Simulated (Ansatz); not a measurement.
Relaxed BaTiO$_{3}$ (space group Amm2):

```xyz
10
Lattice="7.8462 0.0000 0.0000 3.9231 2.7941 2.7992 0.0000 -2.7941 2.7992" Properties=species:S:1:pos:R:3 pbc="T T T"
Ba     7.8462     0.0000     0.0098
Ba     3.9231     0.0000     0.0098
Ti     9.8077     0.0000     2.8663
Ti     5.8846     0.0000     2.8663
O      9.8077     1.3811     4.1324
O      5.8846     1.3811     4.1324
O      1.9615    -1.3811     4.1324
O      5.8846    -1.3811     4.1324
O      7.8462     0.0000     2.7422
O      3.9231     0.0000     2.7422
```

A phonon eigenvector at R = (0.5, 0.5, 0.0) is frozen into this cell: atom i moves by Q times the vector below, so Q is the largest atomic displacement, in Å. The cell is held. (q is in reciprocal vectors of the primitive cell; the cell shown is doubled to hold the pattern.)

| atom | x | y | z |
|---|---|---|---|
| Ba1 | 0.000 | 0.008 | -0.003 |
| Ba2 | 0.000 | -0.008 | 0.003 |
| Ti3 | -0.058 | 0.000 | 0.000 |
| Ti4 | 0.058 | 0.000 | 0.000 |
| O5 | 0.015 | 0.000 | 0.000 |
| O6 | -0.015 | 0.000 | 0.000 |
| O7 | -0.144 | 0.000 | 0.000 |
| O8 | 0.144 | 0.000 | 0.000 |
| O9 | 0.000 | -0.702 | 0.712 |
| O10 | 0.000 | 0.702 | -0.712 |

Computed with LDA (plane waves to 420 eV, PAW, scalar-relativistic; Ansatz, a program for electronic structure). k mesh 8×8×8 (Γ-centred), Fermi-Dirac smearing 0.05 eV. E stands for the smeared free energy. BaTiO3 is run without spin polarisation. BaTiO3 was relaxed with its symmetry unable to fall. This is one of several known forms of BaTiO3; the measured ambient cells at hand have space group No. 99. ΔE is measured from the undisplaced structure.

```csv
Q (Å),ΔE (meV/cell)
-0.2800,595
-0.2333,411
-0.1867,withheld
-0.1400,147
-0.0933,65
-0.0467,16
0.0000,0
0.0467,16
0.0933,65
0.1400,147
0.1867,withheld
0.2333,411
0.2800,595
```

Problem. Fit an even polynomial form (powers 2, 4) to the given rows and predict ΔE at Q = -0.1867.

Solution. Least squares on the 11 given rows: ΔE = (7464)·Q² + (1597)·Q⁴, in meV/cell with Q in Å; root-mean-square residual 0.1 meV/cell. At -0.1867 the fit gives 262 meV/cell; the calculation gives 262 meV/cell, the same to the digits shown. The quadratic term alone would give 260 meV/cell.

(For displaced atoms, the force is minus the slope of the energy, and its curvature is a force constant, which sets phonon frequencies.)
